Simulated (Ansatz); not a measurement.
Formation energy of NaZr2 (C15 type)

```
CELL_PARAMETERS angstrom
0.00000 4.29476 4.29476
4.29476 0.00000 4.29476
4.29476 4.29476 0.00000
ATOMIC_POSITIONS crystal
Na 0.12500 0.12500 0.12500
Na 0.87500 0.87500 0.87500
Zr 0.50000 0.50000 0.50000
Zr 0.50000 0.50000 0.00000
Zr 0.50000 0.00000 0.50000
Zr 0.00000 0.50000 0.50000
```

The cell comes from a relaxation on PAW files under the same functional, begun from a prototype that needn't be the stable phase.

Level of theory: DFT with PBE, scalar-relativistic, in Ansatz 0.2.0; a Γ-centred 7×7×7 k mesh, Fermi–Dirac smearing of 0.05 eV, no spin polarisation. LAPW: all electrons, basis error target 1 meV/atom; PAW: frozen-core files, cutoff 420 eV.

The elements are taken as Na bcc, Zr hcp, each relaxed on PAW files under the same functional and computed by the same method as the compound; zero-point and thermal terms are left out.

(1) Give the formation energy by each method, with the residual pressure at this cell and the LAPW gap.

(2) Give the LAPW value for one formula unit in kJ/mol.

(3) What Bader charges does the PAW density give?

Answers

(1) 

```csv
method,ΔE(formation) (eV/atom),P at this cell (GPa),gap (eV)
LAPW,0.682,0.01,0.00
PAW,0.682,0.00,–
```

(2) 0.682 eV/atom × 3 atoms × 96.485 kJ/(mol·eV) = 197.4 kJ/mol, at zero temperature and without zero-point motion.

(3) Na1 +0.70 e, Zr3 -0.35 e.
